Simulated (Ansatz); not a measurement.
Be (hcp, Mg type)

```
CELL_PARAMETERS angstrom
      2.25712     0.00000     0.00000
     -1.12856     1.95472     0.00000
      0.00000     0.00000     3.55289
ATOMIC_POSITIONS crystal
  Be 0.33333 0.66667 0.75000
  Be 0.66667 0.33333 0.25000
```

The slice is a (-1 1 0 2) plane (indices of the conventional cell) through the point (0.667, 0.333, 0.250) (fractional), spanned by u = [110] and v = [1 -1 1] in vectors of this cell: u (2.26 Å) and v (5.28 Å, at 90° to u). It covers one period; positions are fractions (u, v).

The numbers are results of PBEsol (plane waves to 420 eV, PAW, scalar-relativistic; Ansatz, a first-principles code), not measurements. k mesh 23×23×13. Near the nuclei the fields are pseudised (PAW); where an atom keeps semicore shells as valence, they peak there. Be was relaxed with its symmetry unable to fall.

What is the valence density on the shortest Be–Be line in this plane (2.26 Å), at its midpoint?

0.26 e/Å³.

The ELF has a maximum in the middle third of the Be–Be line. Where, and how high?

0.62, 1.1 Å from Be.

Sketch the electron localisation function (ELF) on this plane as a map.


```
v \ u  0.00  0.20  0.40  0.60  0.80
-----  ----  ----  ----  ----  ----
0.88   0.35  0.43  0.47  0.47  0.43
0.75   0.63  0.60  0.52  0.52  0.60
0.62   0.08  0.33  0.65  0.65  0.33
0.50   0.22  0.51  0.75  0.75  0.51
0.38   0.46  0.54  0.64  0.64  0.54
0.25   0.50  0.55  0.62  0.62  0.55
0.12   0.27  0.52  0.72  0.72  0.52
0.00      x  0.06  0.56  0.56  0.06
```

Values: electron localisation function (ELF). Points within 0.4 Å of a nucleus are blanked (x), as the pseudised field means little there.
